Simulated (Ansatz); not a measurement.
# Pt (Im-3m), clamped-ion strain scan

Computed with DFT r2SCAN, scalar-relativistic, plane waves, PAW (Ansatz). Cutoff 500 eV, Γ-centred 22×22×22 k-points, Gaussian smearing of 0.15 eV. Spin–orbit coupling is left out, which can shift energies with elements as heavy as these. No spin polarisation. Energies are free energies at this smearing, counted from the undisturbed cell; pressure is positive in compression.

Reference structure (as given, not relaxed at this level; it stands at -6.5 GPa; this bcc form isn't the usual structure):

```
Pt
1.0
    -1.58422    1.58422    1.58422
     1.58422   -1.58422    1.58422
     1.58422    1.58422   -1.58422
Pt
1
Direct
  0.00000 0.00000 0.00000
```

The cell is strained by ε times the Voigt pattern (1, -1, 0, 0, 0, 0) (xx, yy, zz, yz, xz, xy; engineering shear) with fractional coordinates fixed. The cell is metallic on the mesh throughout.

```
      ε  ΔE (meV/atom)
-0.0400          -14.5
-0.0200           -3.8
 0.0000            0.0
 0.0100           -0.9
 0.0300           -8.4
```

Predict the pressure (GPa) at each point.

| ε | pressure (GPa) |
| --- | --- |
| -0.0400 | -6.4 |
| -0.0200 | -6.5 |
| 0.0000 | -6.5 |
| 0.0100 | -6.5 |
| 0.0300 | -6.5 |